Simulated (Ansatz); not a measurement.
NiSb:
```
CELL_PARAMETERS angstrom
      3.91433     0.00000     0.00000
     -1.95716     3.38991     0.00000
      0.00000     0.00000     5.07434
ATOMIC_POSITIONS crystal
  Ni 0.00000 0.00000 0.00000
  Ni 0.00000 0.00000 0.50000
  Sb 0.33333 0.66667 0.25000
  Sb 0.66667 0.33333 0.75000
```

Relaxed with PBEsol. Special points in fractions of this cell's reciprocal vectors: Γ (0.000, 0.000, 0.000); M (0.500, 0.000, 0.000); K (0.333, 0.333, 0.000); A (0.000, 0.000, 0.500); L (0.500, 0.000, 0.500); H (0.333, 0.333, 0.500).

Problem. List the band energies nearest the Fermi level at these points for PBEsol (plane waves, PAW; program Ansatz).

Solution. In eV from the Fermi level; about four levels below and three above (degenerate sets whole), none deeper than 8.9 eV; points with the same levels are listed once.

| k | below | above |
|---|---|---|
| Γ | -2.20 -2.20 -1.38 -1.38 -0.02 | 0.51 0.51 2.48 2.48 |
| M | -1.67 -1.44 -1.36 -0.37 | 1.16 3.39 4.04 |
| K | -1.40 -1.40 -0.67 -0.67 | 0.65 0.65 2.90 |
| A | -2.18 -2.18 -2.18 -2.18 | 0.27 0.27 2.06 2.06 2.06 2.06 |
| L | -2.00 -2.00 -1.88 -1.88 | 0.15 0.15 1.69 1.69 |
| H | -1.48 -1.48 -1.34 -1.34 | 4.34 4.34 7.46 7.46 |

Space group P6_3/mmc (NiAs type). Symmetry was held in the PBEsol relaxation; of distortions, only those at the zone centre were tested. The run is not spin-polarised. Spin–orbit coupling is left out wherever it is not named.

Potentials: the later of the program's two PAW sets.
